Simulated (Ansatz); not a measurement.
**Rb₂MgAgC₆N₆: start and end of a relaxation**

A trial structure of Rb₂MgAgC₆N₆ was built thus: cyanide-bridged rock-salt net of two metals, 2 guest cations a cell (Fm-3m, No. 225). Lengths were set from tabulated atomic sizes, so they are only a guess.

start.cif

```cif
data_structure
_symmetry_space_group_name_H-M 'Fm-3m'
_symmetry_Int_Tables_number 225
_cell_length_a 10.5340
_cell_length_b 10.5340
_cell_length_c 10.5340
_cell_angle_alpha 90.000
_cell_angle_beta 90.000
_cell_angle_gamma 90.000
_cell_volume 1168.91
loop_
_atom_site_label
_atom_site_type_symbol
_atom_site_symmetry_multiplicity
_atom_site_Wyckoff_symbol
_atom_site_fract_x
_atom_site_fract_y
_atom_site_fract_z
_atom_site_occupancy
Rb1 Rb 8 c 0.25000 0.75000 0.75000 1
Mg1 Mg 4 b 0.50000 0.00000 0.00000 1
Ag1 Ag 4 a 0.00000 0.00000 0.00000 1
C1 C 24 e 0.19195 0.00000 0.00000 1
N1 N 24 e 0.30302 0.00000 0.00000 1
```

Level of theory: Ansatz, DFT PBE, scalar-relativistic, plane waves, PAW. Cutoff 420 eV, Gaussian smearing, Γ-centred meshes. Cell and atoms relax first on a coarse mesh and then on a finer one. In between, the cell is made exact in the group found at 0.06 Å. In metals the finer mesh still leaves noise of several meV/atom or more. The steps can't lower the symmetry of their start. Collinear spin is switched on along the way, since trial moments persisted in a coarse test.

end.cif

```cif
data_structure
_symmetry_space_group_name_H-M 'Fm-3m'
_symmetry_Int_Tables_number 225
_cell_length_a 11.3097
_cell_length_b 11.3097
_cell_length_c 11.3097
_cell_angle_alpha 90.000
_cell_angle_beta 90.000
_cell_angle_gamma 90.000
_cell_volume 1446.60
loop_
_atom_site_label
_atom_site_type_symbol
_atom_site_symmetry_multiplicity
_atom_site_Wyckoff_symbol
_atom_site_fract_x
_atom_site_fract_y
_atom_site_fract_z
_atom_site_occupancy
Rb1 Rb 8 c 0.25000 0.75000 0.75000 1
Mg1 Mg 4 b 0.50000 0.00000 0.00000 1
Ag1 Ag 4 a 0.00000 0.00000 0.00000 1
C1 C 24 e 0.20581 0.00000 0.00000 1
N1 N 24 e 0.30932 0.00000 0.00000 1
```

The symmetry stays Fm-3m (No. 225). The volume per atom grows by 23.8 %, from 18.3 to 22.6 Å³. The shortest distance stays 1.17 Å (C–N). The energy falls by about 0.20 eV/atom (the start's value is from the coarse mesh).

| Quantity | Value |
| --- | --- |
| Volume per atom | 22.60 Å³ |
| Density | 2.11 g/cm³ |
| Formation energy | +0.11 eV/atom |
| Gap on the 6×6×6 mesh of the 16-atom cell | 0 eV (a metal) |
| Net moment per atom | 0.06 μB |
| Moment by site | Ag 0.4 μB |

Energies over the elements count from the elements' standard structures at the same level (N₂ as a molecule), with no fitted energy shifts. It can't be a ground state, since the elements alone are lower.

The last run used collinear spin and Gaussian smearing of 0.10 eV. The reference form of C is held partly by dispersion forces, which this level lacks. The magnetic state reached may not be the lowest. A structure relaxed within its symmetry needn't be a true minimum. In all, the 3 runs took 18 min on 1 thread of Intel(R) Xeon(R) Processor @ 2.50GHz (Skylake/Cascade Lake), on a shared host. Site moments count only spheres around the atoms; the net moment includes the space between them.
